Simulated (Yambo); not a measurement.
Yambo run on AlSb (zinc blende, space group F-43m, No. 216). The wavefunctions are norm-conserving PBE (stringent potentials; Quantum ESPRESSO, 100 Ry, no spin-orbit coupling) ones on a 4×4×4 mesh (13 occupied bands); a = b = c = 4.352 Å, α = β = γ = 60.00°.

Yambo input:

```
rim_cut
gw0
dyson
el_el_corr
HF_and_locXC
cohsex
em1s
RandQpts= 1000000
RandGvec= 1 Ry
EXXRLvcs= 100 Ry
VXCRLvcs= 400 Ry
Chimod= "HARTREE"
% BndsRnXs
 5 | 256 |
%
NGsBlkXs= 15 Ry
% LongDrXs
 1.0 | 1.0 | 1.0 |
%
ExtendOut
% QPkrange
 1 | 1 | 13 | 14 |
 7 | 7 | 14 | 14 |
%
```

k points by index: 1 = Γ, 7 = X.

Resulting energies as the program prints them:

```
#    K-point    Band    Eo [eV]    E [eV]    E-Eo [eV]    Vxc [eV]    Vnlxc [eV]    Sc|Eo [eV]    Re(Z)    Im(Z)
#
    1    13    0.000000    -2.766711    -2.766711    -12.06529    -13.53001    -1.301987    1.000000    0.000000
    1    14    1.540179    -0.132037    -1.672217    -11.57936    -7.454330    -5.797246    1.000000    0.000000
    7    14    1.238396    -0.428110    -1.666506    -8.149107    -4.666453    -5.149159    1.000000    0.000000
```
(The two width columns are left out.) Convergence of these settings isn't established.

Geometry relaxed with PBEsol.
